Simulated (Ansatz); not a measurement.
Relaxing a structure of TiC

The start is a relaxed TiC cell displaced along its unstable phonon at q = (½, ½, 0) of its primitive reciprocal cell (156i cm⁻¹), largest move 0.15 Å. A full variable-cell relaxation at zero pressure is run with PBE (plane waves to 420 eV, PAW, scalar-relativistic; Ansatz, a quantum-chemistry and plane-wave program). The first steps use a coarse 8×8×12 k-mesh.

Input geometry:
```
TiC
1.0
    8.02872     0.00000     0.00000
    4.01436     4.01436     0.00000
    0.00000     0.00000     2.68677
Ti C
4 4
Direct
  0.00000   0.00000   0.05583
  0.50000   0.00000   0.94417
  0.00000   0.50000   0.05352
  0.50000   0.50000   0.94648
  0.77003   0.47955   0.72567
  0.22997   0.52045   0.72567
  0.27003   0.98040   0.27433
  0.72997   0.01960   0.27433
```

What is the largest force in the starting geometry, and on which atom (counted from 1)?

0.56 eV/Å, on Ti1, Ti2 (atoms numbered as listed).

How much energy is released per atom?

0.43 eV/atom.

How does the volume per atom move from start to end?

-0.4 %, from 10.82 to 10.78 Å³/atom.

Is the parent structure recovered?

It does not go back: it reaches P6₃/mmc (No. 194), NiAs type, 0.45 eV/atom below the parent.

How do the shortest distances between atoms change?

The closest pairs of elements (up to four, under 3.6 Å), start → end: C–Ti 2.12 → 2.21 Å; Ti–Ti 2.69 → 2.69 Å; C–C 2.69 → 3.04 Å.

What band gap does the relaxed structure have at this level?

No gap (metallic).

Give the final cell and atomic positions.


Space group P6₃/mmc (No. 194); a = 3.041 Å, b = 3.041 Å, c = 5.381 Å, α = 90.00°, β = 90.00°, γ = 120.00°

```json
[
 {"atom": "Ti", "site": "2a", "symmetry": "-3m.", "x": "0.0000", "y": "0.0000", "z": "0.0000"},
 {"atom": "C", "site": "2c", "symmetry": "-6m2", "x": "0.3333", "y": "0.6667", "z": "0.2500"}
]
```

Final values are on a 18×18×9 k-mesh of the relaxed cell. No spin polarisation in the result.

The run could not lose the symmetry of its start, so the end can be a saddle point.

The relaxed structure here is a generated cell of TiC: the first start was made by placing the elements on the sites of a structure type, and the end was not matched to a known phase here, so it may be hypothetical. Known forms of TiC include space group No. 225.
